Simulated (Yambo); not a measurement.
CsOH (space group Cmc2_1, No. 36), G0W0@LDA (Yambo, plasmon pole, terminator in G, 4×4×2 mesh): gap Γ → Γ in eV by bands and screening block.

```tsv
bands (W and G)	2 Ry	3 Ry	4 Ry	6 Ry	7 Ry
37	…	…	6.16	6.13	6.13
58	6.12	5.99	5.91	5.90	5.90
86	5.98	…	5.81	5.81	5.83
121	5.92	5.79	5.75	5.78	5.79
156	5.90	5.77	5.73	5.77	5.79
```

Task: Estimate the withheld gaps from their neighbours; the computed values follow.

Result: 
- 37, 2 Ry: 6.42
- 37, 3 Ry: 6.27
- 86, 3 Ry: 5.86

The largest settings aren't shown to be the converged limit.

Geometry of the Materials Project entry, not relaxed at this level; primitive cell a = b = 6.088 Å, c = 4.504 Å, α = β = 90.00°, γ = 138.41°.

The structure is a Materials Project entry; no match was found in the copy of COD used, and its stability was not checked.
